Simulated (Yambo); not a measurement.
Si (space group P6_3/mmc, No. 194) under biaxial strain of +1 % along x and y, z relaxed; a = 3.864 Å, b = 3.864 Å, c = 6.293 Å, α = 90.00°, β = 90.00°, γ = 120.00°. With the G0W0 scissor the direct gap on the mesh is 1.45 eV. Axes are Cartesian, with cell vectors (Å) (3.86, 0.00, 0.00), (-1.93, 3.35, 0.00), (0.00, 0.00, 6.29).

Does this run resolve the lowest exciton, and if so, what are its energy and binding? (Yambo, PBEsol bands; 9×9×4 mesh, 5 valence and 5 conduction bands, static screening with 37 bands and a 4 Ry block, scissor 0.68 eV, Tamm-Dancoff.)

No. The lowest state covers only about 1 of the 324 k points, so the mesh doesn't resolve it: its energy and its distance from the direct gap are mesh artefacts. An extended exciton needs a far denser mesh. The scissor comes from a G0W0 run whose convergence isn't established. 

This is not the ordinary phase of the substance; no match was found in the copy of COD used, and its stability was not checked.
